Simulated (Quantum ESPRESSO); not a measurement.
# MgGa3SeP3: finding a planted mistake in a log

A calculation, not a measurement. The program is pw.x of Quantum ESPRESSO 7.5 (plane-wave density functional theory). The cell is made up: 8 atoms on a zincblende/diamond lattice, with randomly drawn elements, strain and displacements, not relaxed. PseudoDojo standard norm-conserving files (v0.5 for PBE, v0.4.1 for LDA and PBEsol) set the functional; there is no spin polarisation, spin-orbit coupling or dispersion term, and the masses in the input are unused placeholders.

Intended input:

```
&control calculation='scf', pseudo_dir='./dojo.nc.sr.pbe.v0_5.standard.upf', outdir='./o', disk_io='low', tprnfor=.true., tstress=.true. /
&system ibrav=0, nat=8, ntyp=4, nbnd=46, ecutwfc=85.99341389, nosym=.true., tot_charge=0,
 occupations='smearing', smearing='fd', degauss=0.0018374661
/
&electrons conv_thr=7.350e-09, electron_maxstep=60, /
ATOMIC_SPECIES
Ga 1.0 Ga.upf
Mg 1.0 Mg.upf
P 1.0 P.upf
Se 1.0 Se.upf
CELL_PARAMETERS angstrom
5.5809 0.0 0.0
0.0 5.5809 0.0
0.0 0.0 5.5809
ATOMIC_POSITIONS angstrom
Mg 0.006 0.0144 -0.0103
Ga -0.0343 2.8696 2.7278
Ga 2.7077 -0.0018 2.7486
Ga 2.8091 2.8427 -0.06
Se 1.4638 1.352 1.3178
P 1.3813 4.2004 4.1613
P 4.154 1.325 4.2329
P 4.2148 4.187 1.3202
K_POINTS automatic
4 4 4 1 1 1
```

The log is shortened where brackets say so; the opening notice, blank lines, dates and the lines on written files are dropped, and the path of the files is cut. It prints rydbergs, bohrs and kilobars, and counts compression as positive stress. Where no state is partly filled, the Fermi energy that it prints is only some level between the filled and the empty states on the mesh, and need not lie in the true gap.

Log of the intended run:

```
     Program PWSCF v.7.5
     Parallel version (MPI & OpenMP), running on       4 processor cores
     Number of MPI processes:                 4
     Threads/MPI process:                     1
     [start-up lines left out]
     bravais-lattice index     =            0
     lattice parameter (alat)  =      10.5464  a.u.
     unit-cell volume          =    1173.0306 (a.u.)^3
     number of atoms/cell      =            8
     number of atomic types    =            4
     number of electrons       =        80.00
     number of Kohn-Sham states=           46
     kinetic-energy cutoff     =      85.9934  Ry
     charge density cutoff     =     343.9737  Ry
     scf convergence threshold =      7.3E-09
     mixing beta               =       0.7000
     number of iterations used =            8  plain     mixing
     Exchange-correlation= PBE
                           (   1   4   3   4   0   0   0)
     [axes and pseudopotential details left out]
   Cartesian axes
     site n.     atom                  positions (alat units)
         1        Mg     tau(   1) = (   0.0010751   0.0025802  -0.0018456  )
         2        Ga     tau(   2) = (  -0.0061460   0.5141823   0.4887742  )
         3        Ga     tau(   3) = (   0.4851726  -0.0003225   0.4925012  )
         4        Ga     tau(   4) = (   0.5033418   0.5093623  -0.0107510  )
         5        Se     tau(   5) = (   0.2622874   0.2422548   0.2361268  )
         6        P      tau(   6) = (   0.2475049   0.7526385   0.7456324  )
         7        P      tau(   7) = (   0.7443244   0.2374169   0.7584619  )
         8        P      tau(   8) = (   0.7552187   0.7502374   0.2365568  )
     number of k points=    32  Fermi-Dirac smearing, width (Ry)=  0.0018
                       cart. coord. in units 2pi/alat
        k(    1) = (   0.1250000   0.1250000   0.1250000), wk =   0.0625000
        k(    2) = (   0.1250000   0.1250000   0.3750000), wk =   0.0625000
     [further k points left out]
     Dense  grid:   126419 G-vectors     FFT dimensions: (  64,  64,  64)
     Estimated max dynamical RAM per process >     265.01 MB
     Estimated total dynamical RAM >     967.44 MB
     Initial potential from superposition of free atoms
     starting charge      79.9907, renormalised to      80.0000
     Starting wfcs are   53 randomized atomic wfcs
     total cpu time spent up to now is        3.4 secs
     per-process dynamical memory:   184.9 Mb
     Self-consistent Calculation
     iteration #  1     ecut=    85.99 Ry     beta= 0.70
     Davidson diagonalization with overlap
     ethr =  1.00E-02,  avg # of iterations =  4.0
     Threshold (ethr) on eigenvalues was too large:
     Diagonalizing with lowered threshold
     Davidson diagonalization with overlap
     ethr =  4.88E-04,  avg # of iterations =  2.0
     total cpu time spent up to now is       13.9 secs
     total energy              =    -861.75637635 Ry
     estimated scf accuracy    <       0.38907062 Ry
     iteration #  2     ecut=    85.99 Ry     beta= 0.70
     Davidson diagonalization with overlap
     ethr =  4.86E-04,  avg # of iterations =  4.8
     total cpu time spent up to now is       19.4 secs
     total energy              =    -861.84094873 Ry
     estimated scf accuracy    <       0.19689046 Ry
     [iterations 3 to 8 left out]
     iteration #  9     ecut=    85.99 Ry     beta= 0.70
     Davidson diagonalization with overlap
     ethr =  2.95E-10,  avg # of iterations =  2.0
     total cpu time spent up to now is       53.7 secs
     total energy              =    -861.88783695 Ry
     estimated scf accuracy    <       0.00000002 Ry
     iteration # 10     ecut=    85.99 Ry     beta= 0.70
     Davidson diagonalization with overlap
     ethr =  2.28E-11,  avg # of iterations =  3.4
     total cpu time spent up to now is       59.0 secs
     End of self-consistent calculation
     [lines on levels left out]
     the Fermi energy is     7.5133 ev
!    total energy              =    -861.88783696 Ry
     estimated scf accuracy    <          1.9E-09 Ry
     smearing contrib. (-TS)   =      -0.00000000 Ry
     internal energy E=F+TS    =    -861.88783696 Ry
     The total energy is F=E-TS. E is the sum of the following terms:
     one-electron contribution =    -511.40970470 Ry
     hartree contribution      =     296.39728607 Ry
     xc contribution           =    -202.40177901 Ry
     ewald contribution        =    -444.47363931 Ry
     convergence has been achieved in  10 iterations
     Forces acting on atoms (cartesian axes, Ry/au):
     atom    1 type  2   force =    -0.01205747   -0.02302845   -0.02235259
     atom    2 type  1   force =    -0.02449451   -0.01023450    0.04715880
     atom    3 type  1   force =     0.07101439   -0.04235166    0.04946949
     atom    4 type  1   force =     0.03753600    0.01611076   -0.03484666
     atom    5 type  4   force =    -0.01390705    0.05170268    0.01829247
     atom    6 type  3   force =     0.00601487   -0.02440200   -0.02649314
     atom    7 type  3   force =    -0.02199139    0.04276050   -0.05928616
     atom    8 type  3   force =    -0.04211484   -0.01055733    0.02805779
     Total force =     0.171186     Total SCF correction =     0.000246
     Computing stress (Cartesian axis) and pressure
          total   stress  (Ry/bohr**3)                   (kbar)     P=       32.89
   0.00024214  -0.00003718   0.00006580           35.62       -5.47        9.68
  -0.00003718   0.00022629  -0.00011382           -5.47       33.29      -16.74
   0.00006580  -0.00011382   0.00020224            9.68      -16.74       29.75
     init_run     :      3.26s CPU      3.37s WALL (       1 calls)
     electrons    :     55.35s CPU     55.61s WALL (       1 calls)
     forces       :      0.73s CPU      0.74s WALL (       1 calls)
     stress       :      2.44s CPU      2.49s WALL (       1 calls)
     [timing details left out]
     PWSCF        :   1m 1.87s CPU   1m 2.33s WALL
     JOB DONE.
```

A second run was made from an input with one planted mistake. Its log:

```
     Program PWSCF v.7.5
     Parallel version (MPI & OpenMP), running on       4 processor cores
     Number of MPI processes:                 4
     Threads/MPI process:                     1
     [start-up lines left out]
     bravais-lattice index     =            0
     lattice parameter (alat)  =      10.5464  a.u.
     unit-cell volume          =    1173.0306 (a.u.)^3
     number of atoms/cell      =            8
     number of atomic types    =            4
     number of electrons       =        80.00
     number of Kohn-Sham states=           46
     kinetic-energy cutoff     =      85.9934  Ry
     charge density cutoff     =     343.9737  Ry
     scf convergence threshold =      7.3E-09
     mixing beta               =       0.7000
     number of iterations used =            8  plain     mixing
     Exchange-correlation= PBESOL
                           (   1   4  10   8   0   0   0)
     [axes and pseudopotential details left out]
   Cartesian axes
     site n.     atom                  positions (alat units)
         1        Mg     tau(   1) = (   0.0010751   0.0025802  -0.0018456  )
         2        Ga     tau(   2) = (  -0.0061460   0.5141823   0.4887742  )
         3        Ga     tau(   3) = (   0.4851726  -0.0003225   0.4925012  )
         4        Ga     tau(   4) = (   0.5033418   0.5093623  -0.0107510  )
         5        Se     tau(   5) = (   0.2622874   0.2422548   0.2361268  )
         6        P      tau(   6) = (   0.2475049   0.7526385   0.7456324  )
         7        P      tau(   7) = (   0.7443244   0.2374169   0.7584619  )
         8        P      tau(   8) = (   0.7552187   0.7502374   0.2365568  )
     number of k points=    32  Fermi-Dirac smearing, width (Ry)=  0.0018
                       cart. coord. in units 2pi/alat
        k(    1) = (   0.1250000   0.1250000   0.1250000), wk =   0.0625000
        k(    2) = (   0.1250000   0.1250000   0.3750000), wk =   0.0625000
     [further k points left out]
     Dense  grid:   126419 G-vectors     FFT dimensions: (  64,  64,  64)
     Estimated max dynamical RAM per process >     265.01 MB
     Estimated total dynamical RAM >     967.44 MB
     Initial potential from superposition of free atoms
     starting charge      79.9914, renormalised to      80.0000
     Starting wfcs are   53 randomized atomic wfcs
     total cpu time spent up to now is        3.1 secs
     per-process dynamical memory:   184.9 Mb
     Self-consistent Calculation
     iteration #  1     ecut=    85.99 Ry     beta= 0.70
     Davidson diagonalization with overlap
     ethr =  1.00E-02,  avg # of iterations =  4.0
     Threshold (ethr) on eigenvalues was too large:
     Diagonalizing with lowered threshold
     Davidson diagonalization with overlap
     ethr =  4.53E-04,  avg # of iterations =  2.0
     total cpu time spent up to now is       12.4 secs
     total energy              =    -860.56222077 Ry
     estimated scf accuracy    <       0.36141171 Ry
     iteration #  2     ecut=    85.99 Ry     beta= 0.70
     Davidson diagonalization with overlap
     ethr =  4.52E-04,  avg # of iterations =  5.2
     total cpu time spent up to now is       17.4 secs
     total energy              =    -860.63856899 Ry
     estimated scf accuracy    <       0.19166033 Ry
     [iterations 3 to 8 left out]
     iteration #  9     ecut=    85.99 Ry     beta= 0.70
     Davidson diagonalization with overlap
     ethr =  2.40E-10,  avg # of iterations =  2.0
     total cpu time spent up to now is       51.2 secs
     total energy              =    -860.68439585 Ry
     estimated scf accuracy    <       0.00000001 Ry
     iteration # 10     ecut=    85.99 Ry     beta= 0.70
     Davidson diagonalization with overlap
     ethr =  1.85E-11,  avg # of iterations =  3.2
     total cpu time spent up to now is       56.6 secs
     End of self-consistent calculation
     [lines on levels left out]
     the Fermi energy is     7.3515 ev
!    total energy              =    -860.68439585 Ry
     estimated scf accuracy    <          1.1E-09 Ry
     smearing contrib. (-TS)   =      -0.00000000 Ry
     internal energy E=F+TS    =    -860.68439585 Ry
     The total energy is F=E-TS. E is the sum of the following terms:
     one-electron contribution =    -512.16243884 Ry
     hartree contribution      =     296.06287170 Ry
     xc contribution           =    -200.11118939 Ry
     ewald contribution        =    -444.47363931 Ry
     convergence has been achieved in  10 iterations
     Forces acting on atoms (cartesian axes, Ry/au):
     atom    1 type  2   force =    -0.01100766   -0.02188081   -0.02131476
     atom    2 type  1   force =    -0.02351063   -0.00974560    0.04566200
     atom    3 type  1   force =     0.06855606   -0.04057199    0.04771508
     atom    4 type  1   force =     0.03647864    0.01492500   -0.03348759
     atom    5 type  4   force =    -0.01078753    0.05195381    0.02001031
     atom    6 type  3   force =     0.00786251   -0.02567443   -0.02821090
     atom    7 type  3   force =    -0.02436712    0.04386202   -0.05959528
     atom    8 type  3   force =    -0.04322427   -0.01286800    0.02922113
     Total force =     0.169630     Total SCF correction =     0.000195
     Computing stress (Cartesian axis) and pressure
          total   stress  (Ry/bohr**3)                   (kbar)     P=        6.93
   0.00006722  -0.00003529   0.00005975            9.89       -5.19        8.79
  -0.00003529   0.00004912  -0.00010819           -5.19        7.23      -15.92
   0.00005975  -0.00010819   0.00002497            8.79      -15.92        3.67
     init_run     :      2.92s CPU      3.01s WALL (       1 calls)
     electrons    :     53.31s CPU     53.56s WALL (       1 calls)
     forces       :      0.79s CPU      0.80s WALL (       1 calls)
     stress       :      2.53s CPU      2.59s WALL (       1 calls)
     [timing details left out]
     PWSCF        :     59.66s CPU   1m 0.09s WALL
     JOB DONE.
```

Question: what was wrong in the second input?

Answer: the files are those of another functional. The input lines that differ, file-writing options aside:

```
- &control calculation='scf', pseudo_dir='./dojo.nc.sr.pbe.v0_5.standard.upf', outdir='./o', disk_io='low', tprnfor=.true., tstress=.true. /
+ &control calculation='scf', pseudo_dir='./dojo.nc.sr.pbesol.v0_4_1.standard.upf', outdir='./o', disk_io='low', tprnfor=.true., tstress=.true. /
```

|  | intended run | run with the mistake |
| --- | --- | --- |
| free energy (eV) | -11726.581 | -11710.208 |
| smearing term -TS (eV) | 0.0000 | 0.0000 |
| pressure (GPa) | 3.29 | 0.69 |
| largest force component (eV/Å) | 1.826 | 1.763 |
| largest change of a force component (eV/Å) |  | 0.080 |
| iterations | 10 | 10 |

For scale, a rerun of the intended cell at 1467 eV and a 6 x 6 x 6 mesh moved values by no more than 0.008 eV in energy, 0.02 GPa in stress and 0.004 eV/Å in force. Files of another functional have another zero of energy, so the energy change says nothing on stability.